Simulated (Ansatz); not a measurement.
**Does relaxation matter for the field gradients of GaSb with Sn replacing Sb?**

Start: a supercell of GaSb (zinc blende type, F-43m) built from a COD entry (the entry's cell lengths or inner coordinates differ somewhat from later room-temperature determinations), with all atoms left at the host's positions.

Space group F-43m (No. 216); a = 18.3540 Å.

| site | Wyckoff | site symmetry | x | y | z |
| --- | --- | --- | --- | --- | --- |
| Ga1 | 16e | .3m | 0.4167 | 0.0833 | 0.4167 |
| Ga3 | 24g | 2.mm | 0.7500 | 0.0833 | 0.7500 |
| Ga5 | 48h | ..m | 0.7500 | 0.9167 | 0.5833 |
| Ga14 | 4d | -43m | 0.7500 | 0.7500 | 0.7500 |
| Ga18 | 16e | .3m | 0.0833 | 0.5833 | 0.9167 |
| Sn | 4a | -43m | 0.5000 | 0.0000 | 0.5000 |
| Sb29 | 48h | ..m | 0.6667 | 0.0000 | 0.6667 |
| Sb32 | 16e | .3m | 0.8333 | 0.8333 | 0.6667 |
| Sb36 | 16e | .3m | 0.1667 | 0.6667 | 0.8333 |
| Sb42 | 24f | 2.mm | 0.0000 | 0.6667 | 0.0000 |

One atom of each set is listed; the run and its k-mesh use a cell of 54 atoms with edges of 12.98, 12.98, 12.98 Å.

Method: Kohn–Sham DFT in Ansatz, PBE, plane waves and PAW, scalar-relativistic, 420 eV cutoff, Γ-centred 2×2×2 k-points, Fermi–Dirac smearing 0.01 eV, cell charge -1.

The largest force at the start is 0.48 eV/Å. Relaxing the ions at fixed cell moves them by 0.057 Å at most (atom 1, Ga) and 0.020 Å rms.

```csv
site,moved (Å),first shell before,first shell after,V_zz before (10²¹ V/m²),η before
Ga1,0.057,"1 Sn at 2.65 Å, 3 Sb at 2.65 Å","1 Sn at 2.59 Å, 3 Sb at 2.65 Å",-4.21,0.00
Ga3,0.013,4 Sb at 2.65 Å,4 Sb at 2.64–2.65 Å,0.54,0.54
Ga5,0.015,4 Sb at 2.65 Å,4 Sb at 2.65–2.66 Å,0.27,0.87
Ga18,0.002,4 Sb at 2.65 Å,4 Sb at 2.65 Å,-0.029,0.00
Sn,0.000,4 Ga at 2.65 Å,4 Ga at 2.59 Å,0.00,–
Sb29,0.019,4 Ga at 2.65 Å,4 Ga at 2.64–2.65 Å,-3.61,0.28
Sb32,0.003,4 Ga at 2.65 Å,4 Ga at 2.65 Å,0.69,0.00
Sb36,0.006,4 Ga at 2.65 Å,4 Ga at 2.65 Å,0.80,0.00
Sb42,0.006,4 Ga at 2.65 Å,4 Ga at 2.65–2.66 Å,0.35,0.60
```

(1) How do the gradients change?

Results:

(1) 

| site | V_zz after | η after | change of V_zz |
| --- | --- | --- | --- |
| Ga1 | -5.09 | 0.00 | -0.88 |
| Ga3 | 0.67 | 0.91 | +0.13 |
| Ga5 | 0.40 | 0.92 | +0.13 |
| Ga18 | -0.052 | 0.00 | -0.02 |
| Sn | 0.00 | – | 0.00 |
| Sb29 | -3.45 | 0.18 | +0.16 |
| Sb32 | 0.27 | 0.00 | -0.42 |
| Sb36 | 0.44 | 0.00 | -0.36 |
| Sb42 | 0.47 | 0.92 | +0.12 |

The largest change of V_zz is on Ga1, from -4.21 to -5.09. In per cent, |V_zz| changes by +21 on Ga, -4 on Sb (all sites that start above 2). Where |V_zz| stays above 0.1, η moves most on Ga3, from 0.54 to 0.91. Other sites without a gradient aren't listed.

The run isn't spin-polarised, and a state with spin may lie lower. The defect repeats with the cell of 54 atoms, so it feels its images: sites between two images don't show the values beside a lone defect, and zeros or small values of η there can come from the images' arrangement. A uniform background compensates the cell's charge. The defect cell has no gap above 0.1 eV on its mesh, so the values can hang on the smearing and the k-mesh. Without spin–orbit coupling (the program notes it for Sb and Sn) the gradients can shift by some per cent, and by up to a factor of two as the program warns, since there is no gap.
Before: The neighbours have not yet relaxed around the defect (largest force 0.48 eV/Å), and relaxing can change the values around it severalfold.
After: The relaxation keeps the site symmetry -43m of the start, so the impurity can't leave its site; a distortion that would localise the partly filled state isn't explored. With these PAW files V_zz is typically within 2 to 3 % of all-electron values, but misses above 10 % occur on Sb.
